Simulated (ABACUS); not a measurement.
Input and output of a self-consistent single point for MoS₂ (R3m, 3 atoms in the cell; from Materials Project mp-1434, changed as shown) (ABACUS).

Level of theory: PBE, numerical atomic orbitals DZP (confined pseudo-atomic orbitals with Gaussian additions; energy shift 0.003 Ry), PseudoDojo 0.5 standard norm-conserving PBE (tails mended) pseudopotentials run with ABACUS 3.10.1.

The change in words: lattice scaled by 0.98. Reference geometry (R3m):
```
MoS2
1.0
    1.59215     0.91923     6.48210
   -1.59215     0.91923     6.48210
    0.00000    -1.83846     6.48210
Mo S
1 2
Cartesian
  0.00000   0.00000  19.44202
  0.00000   0.00000   8.03010
  0.00000   0.00000   4.92581
```

Reference input (self-consistent single point, DFT, PBE, numerical atomic orbitals DZP (confined pseudo-atomic orbitals with Gaussian additions; energy shift 0.003 Ry), PseudoDojo 0.5 standard norm-conserving PBE (tails mended) pseudopotentials): basis = DZP numerical atomic orbitals, energy shift 0.003 Ry; KPT = Gamma 8 8 8 0 0 0; basis_type = lcao; dft_functional = PBE; ecutwfc = 100 Ry; smearing_method = fd; smearing_sigma = 0.00146997 Ry; potentials = PseudoDojo 0.5 standard norm-conserving PBE (tails mended); symmetry = 1; symmetry_prec = 1e-05; ks_solver = genelpa; scf_nmax = 100. This run's input differs from it in these lines:

```diff
@@ -31,8 +31,8 @@
 LATTICE_CONSTANT
-12.73254
+12.477889
 
 LATTICE_VECTORS
-   0.2363022185    0.1364291152    0.9620542101
-  -0.2363022185    0.1364291152    0.9620542101
-   0.0000000000   -0.2728582303    0.9620542101
+   0.2363022223    0.1364290507    0.9620542255
+  -0.2363022223    0.1364290507    0.9620542255
+   0.0000000000   -0.2728582529    0.9620542255
```

Output, abridged:

```
 SELF-CONSISTENT
 -------------------------------------------

                  longest orb rcut (Bohr) = 9.4
   longest nonlocal projector rcut (Bohr) = 1.5
                     search radius (Bohr) = 21.8

                          real space grid = [ 80, 80, 80 ]
                                 init_chg = atomic

 LCAO ALGORITHM --------------- ION=   1  ELEC=   1--------------------------------

 Density error is 0.0949606092973
 E_KohnSham     -184.6393913213      -2512.1477972218
 E_Fermi        0.8998343544         12.2428744765

 LCAO ALGORITHM --------------- ION=   1  ELEC=   2--------------------------------

   [... lines left out ...]

   [... 8 blocks of this kind left out ...]

 LCAO ALGORITHM --------------- ION=   1  ELEC=  11--------------------------------

 Density error is 2.91397694054e-07
 E_KohnSham     -184.7200175456      -2513.2447732801
 E_Fermi        0.8478687719         11.5358464537

 LCAO ALGORITHM --------------- ION=   1  ELEC=  12--------------------------------

 Density error is 3.00050008555e-08
 E_KohnSham     -184.7200175456      -2513.2447732801
 E_KS(sigma->0) -184.7200175456      -2513.2447732801
 E_entropy(-TS) -0.0000000000        -0.0000000000
 E_Fermi        0.8478688888         11.5358480449
 charge density convergence is achieved
 final etot is -2513.2447733 eV
 EFERMI = 11.535848045 eV

 STATE ENERGY(eV) AND OCCUPATIONS    NSPIN == 1
   [... 20 lines left out ...]

 TOTAL-FORCE (eV/Angstrom)
                       Mo1         0.0000000000         0.0000000000         0.0072485145
                        S1         0.0000000000         0.0000000000         1.5763894407
                        S2         0.0000000000         0.0000000000        -1.5836379551

 TOTAL-STRESS (KBAR)
       117.7573810826         0.0000000000         0.0000000000
         0.0000000000       117.7574681820         0.0000061813
        -0.0000000000         0.0000061813       148.8716893927
 TOTAL-PRESSURE: 128.128846 KBAR

 --------------------------------------------
 !FINAL_ETOT_IS -2513.2447732800992526 eV
 --------------------------------------------
```

The run converged in 12 iterations. Against the reference run the free energy goes up by 52.1 meV/atom, the pressure goes from 2.66 to 12.81 GPa, the largest force goes from 0.453 to 1.584 eV/Å and the gap on the mesh goes from 1.221 to 1.249 eV.

The atom-centred basis is finite, which shifts total energies, pressures, gaps and forces against plane waves. Forces above 1 eV/Å remain at this geometry, of which the finite basis can carry a part. The structure comes from a collection of computed structures, made at another level of theory; the collection holds predicted forms beside known ones.

Cost on one core: roughly 70 core-seconds.

The atomic orbitals were generated for these runs; they are not ABACUS's published sets and were checked against plane waves on a few crystals only.

“Tails mended”: in these copies of the files the far tail of each local potential was reset to the Coulomb form.
